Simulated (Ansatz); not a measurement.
input.yaml

```yaml
crystal:
  lattice:
    - [3.1274219987, 0.0, 0.0]
    - [0.0, 3.4471418845, 0.0]
    - [0.0, 0.0, 26.2224717314]
  atoms:
    - { symbol: B, position: [0.0, 0.5, 0.324149458] }
    - { symbol: Hf, position: [0.5, 0.0, 0.358578286] }
    - { symbol: B, position: [0.0, 0.5, 0.3930071138] }
    - { symbol: B, position: [0.5, 0.5, 0.4274359417] }
    - { symbol: Hf, position: [0.0, 0.0, 0.4625021408] }
    - { symbol: B, position: [0.5, 0.5, 0.4968498858] }
    - { symbol: B, position: [0.0, 0.5, 0.5307686121] }
    - { symbol: Hf, position: [0.5, 0.0, 0.57014061] }
    - { symbol: B, position: [0.0, 0.5, 0.5958914489] }
    - { symbol: F, position: [0.1666666667, 0.8333333333, 0.6462299529] }
basis:
  ecutwfc: 420
kpoints:
  mp_grid: { grid: [9, 8, 1] }
hamiltonian:
  xc: pbesol
scf:
  occupations: { method: gaussian, width: 0.1 }
output:
  forces: true
  eigenvalues: true
relax:
  adjacent_minimum: "off"
  f_tol: 0.02
  max_steps: 25
  constraints: [{ sites: [0, 1, 2, 3, 4, 5, 6, 7, 8] }, { site: 9, fix: xy }]
efield:
  axis: 3
  dipole_correction: true
```

It can be run as
```bash
ansatz run input.yaml --threads 1 --pin off --backend cpu --events-out ev --progress --plain --runs-dir out  # memory cap (--max-ram) not shown
```

The calculation used DFT PBEsol, scalar-relativistic, plane waves, PAW in Ansatz.

Abridged output (final results; tables in files aren't shown):

```
SCF converged after 4 iterations
Free energy (F): -48514.131983 eV
Harris-Foulkes:  -48514.131983 eV  (|F-HF|=2.78e-7)
Internal energy: -48514.111549 eV  (E = F + TS)
E sigma→0 (E₀):  -48514.121766 eV
Entropy (-TS):   -0.020434 eV (-2.043 meV/atom)
Fermi energy:    2.953821 eV
Dipole field:    D = 0.004582 V/Å  (p = 0.007158 e·Å, saw-weighted, corrected)
Work function:   Φ+ = 5.4420 eV   Φ− = 5.5622 eV
Levels:          The Fermi level and band energies are counted from a zero that moves with the ramp; work functions are not
--- Per-component energies (eV) ---
  E_band       = -1322.854640
  E_kinetic    = 1770.172696
  E_local      = -190346.364152  (includes V_loc(G=0)·N_el)
  E_nonlocal   = -3572.465388
  E_hartree    = 93889.831863
  E_xc         = -1165.013991
  E_vxc        = -1130.122438  (∫ρ·V_xc dr)
  E_paw        = -21068.435536  (= ΣΔE_a)
  E_vpaw       = 4176.103210  (= ΣTr[D̂ρ^β])
  E_aug_tail   = 0.001990  (compensation charges beyond the density's cutoff)
  E_efield     = 0.000016  (sawtooth field / dipole correction)
  E_vefield    = 0.125132  (∫n·V_field dr)
  E_ewald      = 71974.276969
  E_core_change = 3.883983  (= ΣΔE_core)
  E_smearing   = -0.020434  (= −TS)
--- Forces (eV/Å), atoms counted from 1 ---
  atom   1  B     -0.00007787    -0.04691955     1.51321785
  atom   2  Hf    -0.00557766     0.09680776    -1.69460630
  atom   3  B      0.00264581    -0.00450995    -0.09536079
  atom   4  B      0.05647732    -0.00844512     0.28798323
  atom   5  Hf     0.09055554    -0.00206453     0.07126706
  atom   6  B      0.02748807     0.25855956     0.04774251
  atom   7  B      0.52681465     0.38828800     0.14437723
  atom   8  Hf     0.06393579     0.47836408    -1.14707456
  atom   9  B      0.13473016     0.61775013     0.87367496
  atom  10  F     -0.89702657    -1.77791633    -0.00135992
--- Band table (eV; the first three rows and the last of 37) ---
  k-point 0: bands = ["-58.6535", "-58.4688", "-58.4352", "-27.7492", "-27.4424", "-27.3117", "-27.2634", "-27.2117", "-27.1305", "-27.0561", "-26.9799", "-26.8715", "-22.2058", "-10.0359", "-8.7872", "-8.6576", "-8.6222", "-8.6055", "-8.6011", "-8.5831", "-8.5743", "-8.5646", "-8.4529", "-8.4481", "-8.4447", "-8.4383", "-8.4288", "-8.4220", "-8.4197", "-8.4126", "-8.4042", "-8.3989", "-8.3936", "-8.3910", "-8.3877", "-8.3629", "-7.0711", "-5.0852", "-3.8294", "-3.5976", "-3.1102", "-1.5486", "-0.5875", "0.0085", "0.1736", "0.2269", "0.4200", "0.5905", "1.1457", "1.4219", "1.7974", "3.5298", "4.0697", "4.8099", "5.8370", "6.1817", "6.2323", "6.4851", "6.7856", "6.9930", "7.1515", "7.2597"]
  k-point 1: bands = ["-58.6525", "-58.4677", "-58.4341", "-27.7472", "-27.4419", "-27.3518", "-27.2952", "-27.2092", "-27.1690", "-27.0527", "-26.9757", "-26.8680", "-22.1993", "-9.8089", "-8.6928", "-8.6539", "-8.6226", "-8.6079", "-8.5979", "-8.5785", "-8.5650", "-8.5630", "-8.4565", "-8.4474", "-8.4431", "-8.4403", "-8.4275", "-8.4244", "-8.4241", "-8.4111", "-8.4031", "-8.4018", "-8.3949", "-8.3848", "-8.3624", "-8.3332", "-6.8549", "-5.1709", "-3.9935", "-3.6101", "-3.1534", "-1.5609", "-0.8987", "-0.6847", "-0.2130", "0.2445", "0.6092", "0.7767", "1.4113", "1.5891", "2.1807", "3.4743", "3.7669", "4.3426", "5.2056", "5.6803", "5.7663", "6.1707", "7.0076", "7.2732", "7.4560", "7.7418"]
  k-point 2: bands = ["-58.6498", "-58.4648", "-58.4314", "-27.7459", "-27.4659", "-27.4356", "-27.3562", "-27.2605", "-27.2004", "-27.0442", "-26.9656", "-26.8593", "-22.1837", "-9.1972", "-8.6648", "-8.6255", "-8.6198", "-8.6001", "-8.5914", "-8.5856", "-8.5579", "-8.4954", "-8.4635", "-8.4511", "-8.4449", "-8.4367", "-8.4323", "-8.4299", "-8.4169", "-8.4114", "-8.4076", "-8.4002", "-8.3978", "-8.3777", "-8.3608", "-8.0493", "-6.3634", "-5.2623", "-4.3137", "-3.6573", "-3.2617", "-2.4251", "-1.2641", "-1.0782", "-0.6962", "0.2142", "0.2477", "0.9477", "1.3636", "2.0390", "2.7417", "3.4042", "3.7455", "3.9519", "4.7475", "5.2122", "5.4674", "6.0110", "6.5928", "7.1660", "7.4826", "8.1336"]
  k-point 36: bands = ["-58.6264", "-58.4376", "-58.4145", "-27.8571", "-27.6135", "-27.4808", "-27.4531", "-27.2606", "-27.2391", "-27.1673", "-27.1207", "-27.1063", "-22.1416", "-8.6584", "-8.6481", "-8.6136", "-8.6052", "-8.6011", "-8.5795", "-8.5480", "-8.5064", "-8.4797", "-8.4530", "-8.4467", "-8.4403", "-8.4373", "-8.4272", "-8.4168", "-8.4120", "-8.4102", "-8.4039", "-8.3882", "-8.3803", "-8.3634", "-7.2457", "-6.3089", "-5.9805", "-5.5330", "-4.9255", "-4.2272", "-3.8399", "-3.5550", "-2.3687", "-2.1942", "-0.4422", "-0.3821", "-0.0119", "0.0684", "0.6043", "1.4528", "1.8994", "2.4652", "3.7934", "4.5250", "5.0896", "5.7109", "6.1529", "6.9017", "7.0871", "7.7112", "8.3438", "8.5825 ...
--- Relaxed structure (5 steps of the walk, 5 accepted, 0 SCFs on fresh bases) ---
  F+E_penalty+E_count = -48514.13198283 eV   max|allowed force component| = 1.360e-3 eV/Å
  atoms:
    - { symbol: B, position: [0.0, 0.50000000, 0.324149458] }
    - { symbol: Hf, position: [0.5, 0.0, 0.358578286] }
    - { symbol: B, position: [0.0, 0.50000000, 0.3930071138] }
    - { symbol: B, position: [0.5, 0.50000000, 0.4274359417] }
    - { symbol: Hf, position: [0.0, 0.0, 0.4625021408] }
    - { symbol: B, position: [0.5, 0.50000000, 0.4968498858] }
    - { symbol: B, position: [0.0, 0.50000000, 0.5307686121] }
    - { symbol: Hf, position: [0.5, 0.0, 0.57014061] }
    - { symbol: B, position: [0.0, 0.50000000, 0.5958914489] }
    - { symbol: F, position: [0.16666666, 0.83333333, 0.63675947] }
```

The relaxation met its thresholds.

Spin–orbit coupling is left out, which can shift energies with elements as heavy as these. Spin polarisation was left out, and a magnetic state may lie lower.